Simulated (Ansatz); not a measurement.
**Li$_{6}$AuO$_{6}$: input and output**

Input file of Ansatz 0.2.0:

```yaml
crystal:
  lattice:
    - [3.86114, 2.229232, 2.263544]
    - [-3.86114, 2.229232, 2.263544]
    - [0.0, -4.458464, 2.263544]
  atoms:
    - { symbol: O, position: [0.9366, 0.2212, 0.3198] }
    - { symbol: O, position: [0.3198, 0.9366, 0.2212] }
    - { symbol: O, position: [0.2212, 0.3198, 0.9366] }
    - { symbol: O, position: [0.0634, 0.7788, 0.6802] }
    - { symbol: O, position: [0.6802, 0.0634, 0.7788] }
    - { symbol: O, position: [0.7788, 0.6802, 0.0634] }
    - { symbol: Li, position: [0.5912, 0.2941, 0.0876] }
    - { symbol: Li, position: [0.0876, 0.5912, 0.2941] }
    - { symbol: Li, position: [0.2941, 0.0876, 0.5912] }
    - { symbol: Li, position: [0.4088, 0.7059, 0.9124] }
    - { symbol: Li, position: [0.9124, 0.4088, 0.7059] }
    - { symbol: Li, position: [0.7059, 0.9124, 0.4088] }
    - { symbol: Au, position: [0.0, 0.0, 0.0] }
  symmetry: { tolerance: 0.0003 }
kpoints:
  mp_grid: { grid: [5, 5, 5], shift: [0, 0, 0] }
  band_path:
    path:
      - [0.0, 0.0, 0.0]
      - [0.5, 0.0, 0.0]
      - [0.5, -0.5, 0.5]
      - [0.33850357, -0.66149643, 0.33850357]
      - [0.33850357, 0.33850357, 0.33850357]
      - [0.0, 0.0, 0.0]
      - [0.5, -0.5, 0.0]
    npoints: 10
magnetization:
  spin_polarized: false
scf:
  occupations: { method: tetrahedron }
  lower_state_search: "off"
  max_iter: 200
hamiltonian:
  pseudopotentials: { kind: paw }
  xc: r2scan
basis:
  ecutwfc: 500
  fft_grid_basis: typed
output:
  forces: true
  stress: true
  eigenvalues: true
  bader: true
  populations: true
  elf: true
  write_potential: true
  volumetric_format: npy
  dos:
    e_range: [-12, 8]
    de: 0.05
    projected: { site_lists: { Au: [Au], Li: [Li], O: [O] } }
checkpoint:
  read: saved_state
```

The run starts from an earlier solution of this cell. 

Output (shortened):

```
Warning: crystal.lattice misses the space group found at crystal.symmetry.tolerance 3.0e-4 in a digit that the deck types, which is why this is a warning: making the lattice exact moves one of its numbers by a whole unit of that number's last typed decimal, or more. The operation that it misses by the most changes a squared length by the fraction 1.38e-6.
band count auto-derived: 51 (N_el = 73.0; filled up to band 37; 50 by the electrons, moments and atoms)
Pseudopotentials: kind: paw
Pseudopotential: O, paw, valence charge 6, recommended cutoff 500 eV (meta_gga), O.paw.azcp
Pseudopotential: Li, paw, valence charge 3, recommended cutoff 500 eV (meta_gga), Li.paw.azcp
Pseudopotential: Au, paw, valence charge 19, recommended cutoff 500 eV (meta_gga), Au.paw.azcp
Functional definition: r2SCAN
  exchange = r2scan_x(k0 = k0, k1 = k1, a1 = a1)
  correlation = r2scan_c
Crystal: 13 atoms, lattice volume = 116.899 Å³
Basis set: ecut = 500 eV, 2979 PW (Γ), exchange–correlation on 160×160×160 points (64 copies of the dense FFT grid, shifted against one another)
Bands: 51, of which v1, the nominal top of the filled ones, is band 37 counted from 1 (36 counted from 0)
Symmetry: 6 space group operations
Space group: R-3 (ITA 148), of the structure as read, at distance tolerance 1.5e-3 Å
k-points: 23 of 125
Initial density: read from a saved state, or passed on in memory by an earlier SCF of this step, an earlier step, the calling program or the single point that the run made first
Functional: x = r2scan, c = r2scan; τ floored in thin density (d = 2e-4 eV/Å³)
Free energy (F): -17807.8604 eV
Harris-Foulkes:  -17807.8604 eV  (|F-HF|=9.14e-9)
Internal energy: -17807.8608 eV  (E = F + TS)
E sigma→0 (E₀):  -17807.8604 eV
Entropy (-TS):   0.0004 eV (0.029 meV/atom)
Fermi energy:    5.4715 eV
--- Per-component energies (eV) ---
  E_band       = -1055.7443
  E_kinetic    = 1810.3791
  E_local      = -6625.4419  (includes V_loc(G=0)·N_el)
  E_nonlocal   = 159.2227
  E_hartree    = 2629.3584
  E_xc         = -729.6010
  E_vxc        = -1043.4931  (∫ρ·V_xc dr)
  E_paw        = -10816.9842  (= ΣΔE_a)
  E_vpaw       = -683.5758  (= ΣTr[D̂ρ^β])
  E_aug_tail   = 0.0058  (compensation charges beyond the density's cutoff)
  E_vtau       = 68.4348  (kinetic-family band-sum trace: ∫τ·v_τ [+ j·A + Jᵃ·Aᵃ] dr)
  E_ewald      = -4234.4317
  E_core_change = -0.3680  (= ΣΔE_core)
  E_smearing   = 0.0004  (= −TS)
--- Forces (eV/Å), atoms counted from 1 ---
  atom   1  O     -1.4843    -1.6540     1.6445
  atom   2  O      2.1745    -0.4585     1.6445
  atom   3  O     -0.6902     2.1124     1.6445
  atom   4  O      1.4843     1.6540    -1.6445
  atom   5  O     -2.1745     0.4585    -1.6445
  atom   6  O      0.6902    -2.1124    -1.6445
  atom   7  Li     0.0515    -0.0798     0.1079
  atom   8  Li     0.0434     0.0845     0.1079
  atom   9  Li    -0.0949    -0.0047     0.1079
  atom  10  Li    -0.0515     0.0798    -0.1079
  atom  11  Li    -0.0434    -0.0845    -0.1079
  atom  12  Li     0.0949     0.0047    -0.1079
  atom  13  Au     0.0000     0.0000     0.0000
--- Stress (GPa, compression-positive) ---
       15.0511       0.0000       0.0000
        0.0000      15.0511       0.0000
        0.0000       0.0000      16.9494
  P = ⅓ Tr σ = 15.6839 GPa (156.839 kbar)
--- Bader charges: 13 sites ---
  site symbol  charge [e]  shift [e]
     0      O     -1.2252     0.0053
     1      O     -1.2253     0.0053
     2      O     -1.2253     0.0053
     3      O     -1.2253     0.0053
     4      O     -1.2253     0.0053
     5      O     -1.2253     0.0053
     6     Li      0.8913     0.0010
     7     Li      0.8913     0.0010
     8     Li      0.8913     0.0010
     9     Li      0.8913     0.0010
    10     Li      0.8913     0.0010
    11     Li      0.8913     0.0010
    12     Au      2.0040     0.0259
```

Origin: a known structure type with other elements, at an estimated volume, so it need not be a known compound. Caveats: empty levels are not fully converged; forces and stress under tetrahedra may miss the slope of the energy; many states at the Fermi level without spin polarisation, so a magnetic state may lie lower; atoms or cell far from equilibrium.
